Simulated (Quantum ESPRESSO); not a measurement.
```
LuBi2BrO4
1.0
    3.85864     0.00000     0.00000
    0.00000     3.85864     0.00000
    0.00000     0.00000     9.10900
O Br Lu Bi
4 1 1 2
Cartesian
  1.92932   0.00000   7.76619
  1.92932   0.00000   1.34282
  0.00000   1.92932   7.76619
  0.00000   1.92932   1.34282
  0.00000   0.00000   4.55450
  0.00000   0.00000   0.00000
  1.92932   1.92932   6.63528
  1.92932   1.92932   2.47373
```

Cell and atoms were relaxed with PBE+D3(BJ) from Materials Project entry mp-545847, within its symmetry.

What does norm-conserving PBEsol (Quantum ESPRESSO, 100 Ry, without SOC) give for the electronic structure near the Fermi level?

The PBEsol gap is indirect, 1.18 eV, from M to Γ; the smallest direct gap is 1.52 eV. Spin-orbit coupling is left out; with 6p states at a band edge it can lower the gap by many tenths of an eV, most of a small gap. The 4f states are in the valence at their DFT position.
